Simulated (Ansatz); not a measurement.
Cell and atoms are relaxed with the symmetry kept. Start:

Space group I4mm (No. 107). a = 4.790 Å, b = 4.790 Å, c = 11.230 Å, α = 90.00°, β = 90.00°, γ = 90.00°
```tsv
atom	site	symmetry	x	y	z
Sr	2a	4mm	0.0000	0.0000	0.0000
Sn	4b	2mm.	0.0000	0.5000	0.2450
Sn	2a	4mm	0.0000	0.0000	0.4090
Pd	2a	4mm	0.5000	0.5000	0.1420
```

The calculation used DFT PBEsol, scalar-relativistic, plane waves, PAW (Ansatz 0.2.0).

Plane waves to 420 eV, a k mesh through Γ of 10×10×10 on the computed 5-atom cell and Gaussian smearing (0.10 eV); no spin polarisation.

**Question.** What does it relax to?

**Answer.** The volume drops by 0.02 Å³/atom to 25.74 Å³/atom, and the energy falls by 1.3 meV/atom. Final structure:
```
CELL_PARAMETERS angstrom
-2.39858 2.39858 5.59326
2.39858 -2.39858 5.59326
2.39858 2.39858 -5.59326
ATOMIC_POSITIONS crystal
Sr 0.99542 0.99542 0.00000
Sn 0.74578 0.24578 0.50000
Sn 0.24578 0.74578 0.50000
Sn 0.41136 0.41136 0.00000
Pd 0.64265 0.64265 0.00000
```

Course of the relaxation (steps run on the plane waves of an earlier cell, and the basis is chosen afresh near the end, so energy and pressure can step there; trial steps that raised the energy were taken back; energies are free energies):

```json
{"step": "1", "E − E_final (meV/atom)": "1.3", "largest force component (eV/Å)": "0.212", "P (GPa)": "-0.06", "V (Å³/atom)": "25.77"}
{"step": "2", "E − E_final (meV/atom)": "0.2", "largest force component (eV/Å)": "0.083", "P (GPa)": "-0.11", "V (Å³/atom)": "25.77"}
{"step": "3", "E − E_final (meV/atom)": "0.1", "largest force component (eV/Å)": "0.036", "P (GPa)": "0.08", "V (Å³/atom)": "25.69"}
{"step": "4", "E − E_final (meV/atom)": "0.0", "largest force component (eV/Å)": "0.008", "P (GPa)": "0.06", "V (Å³/atom)": "25.71"}
{"step": "5", "E − E_final (meV/atom)": "0.0", "largest force component (eV/Å)": "0.001", "P (GPa)": "-0.02", "V (Å³/atom)": "25.74"}
{"step": "6", "E − E_final (meV/atom)": "0.0", "largest force component (eV/Å)": "0.001", "P (GPa)": "-0.02", "V (Å³/atom)": "25.74"}
```

Cost: 1 run of about 2.9 core-minutes, on Intel Xeon 6975P-C (Granite Rapids) (shared hosts).